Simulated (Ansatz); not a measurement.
Sb:
```cif
data_Sb6
_chemical_formula_sum 'Sb6'
_space_group_name_H-M_alt 'R-3m :H'
_space_group_IT_number 166
_space_group_name_Hall '-R 3 2"'
_cell_length_a 4.34271
_cell_length_b 4.34271
_cell_length_c 11.60985
_cell_angle_alpha 90.000
_cell_angle_beta 90.000
_cell_angle_gamma 120.000
loop_
_atom_site_label
_atom_site_type_symbol
_atom_site_symmetry_multiplicity
_atom_site_Wyckoff_symbol
_atom_site_fract_x
_atom_site_fract_y
_atom_site_fract_z
_atom_site_occupancy
Sb1 Sb 6 c 0.00000 0.00000 0.26865 1
```
(The calculation used a cell of 2 atoms; values per cell refer to that cell.)

Relaxed with r²SCAN.

Q: Decompose the optical modes at the zone centre into irreducible representations, and say which are infrared and Raman allowed.

A: Point group -3m: Γ_opt = A1g + Eg. Infrared: none. Raman: A1g, Eg.

Q: Assign frequencies (DFPT, r²SCAN in the plane-wave PAW code Ansatz).

A: Eg 112, A1g 156 cm⁻¹.

The cell was relaxed with r²SCAN under the symmetry of its start; of distortions, only those at the zone centre were tested. As this level gives no gap, phonon frequencies hold no LO–TO term and depend on the k-mesh and smearing (Fermi–Dirac, 0.1 eV here). Scalar-relativistic: spin–orbit coupling is off unless named, which matters more the heavier the elements.

Potentials: the earlier of the program's two PAW sets.
